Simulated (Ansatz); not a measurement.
# Non-collinear states of Gd₃In (Pm-3m)

The source of the geometry is a structure from the Materials Project; atoms and cell stay fixed.

Functional, mesh and filling: LDA, 6×6×6 k mesh, Fermi–Dirac smearing of 0.08 eV. PAW means Ansatz 0.2.0 on its default frozen-core files. Site moments are integrated in spheres about the atoms.

The first input and its command:

```yaml
crystal:
  lattice:
    - [4.89018364, 0.0, 0.0]
    - [0.0, 4.89018364, 0.0]
    - [0.0, 0.0, 4.89018364]
  atoms:
    - { symbol: Gd, position: [0.5, 0.0, 0.5], spin: 7.2, spin_axis: [0.0, 0.0, 1.0] }
    - { symbol: Gd, position: [0.0, 0.5, 0.5], spin: 7.2, spin_axis: [0.0, 0.0, 1.0] }
    - { symbol: Gd, position: [0.5, 0.5, 0.0], spin: 7.2, spin_axis: [0.0, 0.0, 1.0] }
    - { symbol: In, position: [0.0, 0.0, 0.0] }
magnetization:
  noncollinear: true
kpoints:
  mp_grid: { grid: [6, 6, 6] }
scf:
  occupations: { method: fermi_dirac, width: 0.08 }
hamiltonian:
  xc: lda
  pseudopotentials: { kind: paw }
output:
  eigenvalues: false
  write_density: true
  write_potential: true
  elf: true
  volumetric_format: npy
```

Command: `ansatz run input.yaml --threads 2 --pin off --max-ram 6144MiB --backend cpu --events-out ev --progress --plain --runs-dir out`

The input for «start Gd1↑ Gd2↑ Gd3↓ on spinors» by PAW differs from it in these lines, output keys apart:

```diff
-    - { symbol: Gd, position: [0.5, 0.5, 0.0], spin: 7.2, spin_axis: [0.0, 0.0, 1.0] }
+    - { symbol: Gd, position: [0.5, 0.5, 0.0], spin: 7.2, spin_axis: [0.0, 0.0, -1.0] }
```

The runs use spinors without spin–orbit coupling, and in-plane angles count from x. Energies count from the run that starts parallel.

```json
{"state": "parallel moments on spinors", "ΔF PAW (meV/atom)": "0.0", "largest moment, PAW (μB)": "7.24", "size of M, PAW (μB/cell)": "?", "directions kept": "yes"}
{"state": "in-plane start at Gd1 0°, Gd2 120°, Gd3 240°", "ΔF PAW (meV/atom)": "+9.9", "largest moment, PAW (μB)": "?", "size of M, PAW (μB/cell)": "0.00", "directions kept": "yes"}
{"state": "start Gd1↑ Gd2↑ Gd3↓ on spinors", "ΔF PAW (meV/atom)": "+11.7", "largest moment, PAW (μB)": "7.10", "size of M, PAW (μB/cell)": "7.34", "directions kept": "yes"}
```

Problem. What belongs in the row "in-plane start at Gd1 0°, Gd2 120°, Gd3 240°", column "largest moment, PAW (μB)"?

Solution. 7.08.

Problem. What belongs in the row "parallel moments on spinors", column "size of M, PAW (μB/cell)"?

Solution. 22.29.

For the state «start Gd1↑ Gd2↑ Gd3↓ on spinors», by PAW: Site moments (μB): Gd1 (0.00, 0.00, 7.10); Gd2 (0.00, 0.00, 7.10); Gd3 (0.00, 0.00, -7.04); In4 (0.00, 0.00, -0.01). Cell moment 7.34 μB.

The PAW files were made with PBE; the program remakes their cores once for the run's functional and then keeps them frozen. Without U a semilocal functional puts the f levels too near the Fermi level, which can change moments and the order of magnetic states; site and cell moments are spin moments. Spin–orbit coupling is left out although heavy atoms are present. With open f shells a run can end in a state that isn't the lowest. None of this fixes the real material's magnetic order: only patterns that fit the cell were computed, at zero temperature, with a functional that can overstate moments.
